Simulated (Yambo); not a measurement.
Yambo run on BaAlSiH (space group P3m1, No. 156). The wavefunctions are PBEsol (pw.x of Quantum ESPRESSO, ONCV potentials, no spin-orbit coupling) ones on a 3×3×2 mesh (9 occupied bands); a = b = 4.2991 Å, c = 5.0620 Å, α = β = 90.00°, γ = 120.00°.

Yambo input:

```
rim_cut
HF_and_locXC
RandQpts= 1000000
RandGvec= 1 Ry
EXXRLvcs= 72 Ry
VXCRLvcs= 288 Ry
% QPkrange
 1 | 1 | 9 | 10 |
 2 | 2 | 9 | 10 |
 3 | 3 | 9 | 10 |
 5 | 5 | 9 | 10 |
 6 | 6 | 9 | 10 |
%
```

k points by index: 1 = Γ, 2 = A, 3 = (0, 0.333, 0), 5 = K, 6 = H.

Table of the .hf output:

```
#    K-point    Band    Eo [eV]    Ehf [eV]    Vxc [eV]    Vnlxc [eV]
#
    1    9    -0.623355    -2.232903    -10.04524    -11.65479
    1    10    1.254463    5.110644    -9.167164    -5.310982
    2    9    0.000000    -1.286383    -10.15314    -11.43953
    2    10    1.685462    5.777135    -9.460504    -5.368831
    3    9    -0.640534    -1.649673    -9.537515    -10.54665
    3    10    1.045579    4.575946    -9.196596    -5.666230
    5    9    -0.772051    -2.006253    -9.570639    -10.80484
    5    10    1.053507    4.646426    -9.267557    -5.674638
    6    9    -0.447961    -1.893844    -9.719454    -11.16534
    6    10    3.111131    7.726840    -9.130187    -4.514478
```
Exchange alone, without screening.

Geometry relaxed with PBEsol.

The structure is a Materials Project entry; no match was found in the copy of COD used, and its stability was not checked.
